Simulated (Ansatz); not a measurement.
AlAg (rock salt, Fm-3m) at seven volumes, the program Ansatz at the r²SCAN level (PAW), scaled uniformly. One row is withheld.

```
V (Å³/atom)  P (GPa)
-----------  -------
17.568          8.27
18.148          5.00
18.727          2.28
19.306          0.01
19.885             ?
20.464         -3.45
21.043         -4.75
```

Q: Fit the shown pressures and predict the withheld one.

A: Third-order Birch–Murnaghan: P = (3/2)B₀(x^(7/2) − x^(5/2))[1 + (3/4)(B′ − 4)(x − 1)] with x = (V₀/V)^(2/3). Least squares on the six rows gives V₀ = 19.309 Å³/atom, B₀ = 68.78 GPa, B′ = 5.09. At V = 19.885, x = 0.9806 and P = -1.88 GPa. The run itself gave -1.88 GPa.

The start of the workflow was typed in or built on a structure type; neither database checked (COD, Materials Project) lists it. Whether it is the stable phase at ambient conditions was not checked. Symmetry was held in the r²SCAN relaxation. At this level the phase is mechanically unstable. The run is not spin-polarised. The volume moved by 21 % from the start of the relaxation. Its formation energy is positive at this level, so the cell may be metastable or incomplete.

Potentials: the later of the program's two PAW sets.
